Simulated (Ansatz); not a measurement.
**Phonon dispersion of HfO$_{2}$**

These are results of DFT PBE, scalar-relativistic, plane waves, PAW in Ansatz 0.2.0, not measurements. Settings: 420 eV plane-wave cutoff, Γ-centred 8×8×8 mesh, fixed occupations. No spin polarisation. Phonons by linear response, acoustic sum rule imposed.

Relaxed structure:
```
CELL_PARAMETERS angstrom
0.00000 2.54878 2.54878
2.54878 0.00000 2.54878
2.54878 2.54878 0.00000
ATOMIC_POSITIONS crystal
Hf 0.00000 0.00000 0.00000
O 0.75000 0.75000 0.75000
O 0.25000 0.25000 0.25000
```

It comes from a database structure that was distorted and then relaxed. Spin–orbit coupling is left out, which matters for heavy elements.

Force constants from linear response on a 4×4×4 q mesh.

(1) Is the structure dynamically stable on the q mesh?

(2) Give the frequencies (cm⁻¹) at the zone-boundary points of high symmetry (interpolated where a point lies off the q mesh).

## Answers

(1) No: at q = (0.000, -0.500, -0.500) a mode is imaginary, 230i cm⁻¹.

(2)
```
point                  q                          frequencies
    X  0.500 0.000 0.500   230i 89 89 249 285 285 546 546 676
    U  0.625 0.250 0.625  120i 85 144 202 314 350 520 558 656
    K  0.375 0.375 0.750  120i 85 144 202 314 350 520 558 656
    L  0.500 0.500 0.500    82 82 183 388 388 488 498 498 574
    W  0.500 0.250 0.750   90i 92 179 179 213 448 448 588 648
```
